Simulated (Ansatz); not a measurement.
## Electric field gradients in TiPd$_{3}$

Computed with Ansatz, DFT LDA, scalar-relativistic, plane waves, PAW. Settings: 420 eV plane-wave cutoff, Γ-centred 12×12×12 mesh, Fermi-Dirac smearing of 0.15 eV. No spin polarisation.

The cell, relaxed at this level:
```xyz
4
Lattice="3.8340 0.0000 0.0000 0.0000 3.8340 0.0000 0.0000 0.0000 3.8340" Properties=species:S:1:pos:R:3 pbc="T T T"
Ti    0.0000    0.0000    0.0000
Pd    0.0000    1.9170    1.9170
Pd    1.9170    0.0000    1.9170
Pd    1.9170    1.9170    0.0000
```

In a metal these results depend on the k mesh and the smearing. Spin–orbit coupling is left out, which matters for gradients at heavy nuclei.

Give V_zz (10²¹ V/m²) and the asymmetry η at each distinct site.

Answers

```
       atom V_zz                 η
Ti (atom 1)  0.000  zero by symmetry
Pd (atom 2)  -7.89              0.00
```

Cost: 1 run of about 0.13 core-minutes, on Arm Neoverse V2 (shared hosts).